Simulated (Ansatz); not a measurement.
Input:

TaN:
```cif
data_N3Ta3
_chemical_formula_sum 'Ta3 N3'
_space_group_name_H-M_alt 'P 1'
_space_group_IT_number 1
_cell_length_a 5.20181
_cell_length_b 5.20181
_cell_length_c 2.90811
_cell_angle_alpha 90.000
_cell_angle_beta 90.000
_cell_angle_gamma 120.000
loop_
_space_group_symop_operation_xyz
  'x, y, z'
loop_
_atom_site_label
_atom_site_type_symbol
_atom_site_fract_x
_atom_site_fract_y
_atom_site_fract_z
_atom_site_occupancy
Ta1 Ta 0.00000 0.00000 0.00000 1
Ta2 Ta 0.33333 0.66667 0.50000 1
Ta3 Ta 0.66667 0.33333 0.50000 1
N1 N 0.39231 0.00000 0.00000 1
N2 N 0.60769 0.60769 0.00000 1
N3 N 0.00000 0.39231 0.00000 1
```

This is the r²SCAN-relaxed structure.

**Question.** All from plane-wave PAW r²SCAN (Ansatz code), unless another level is named. Estimate the electronic character.

**Answer.** metallic (no gap).

**Question.** Next, the density of states at the Fermi level?

**Answer.** 0.08 states/eV per atom (mean over ±0.08 eV).

**Question.** And the formation energy from the elements (no fitted shifts)?

**Answer.** -1.35 eV/atom.

Space group P-62m. The cell was relaxed with r²SCAN under the symmetry of its start. No spin polarisation was allowed. The references are the lowest solids computed at this level, not always the standard phases (solids in place of the gases). Spin–orbit coupling is left out wherever it is not named.

Potentials: the later of the program's two PAW sets.
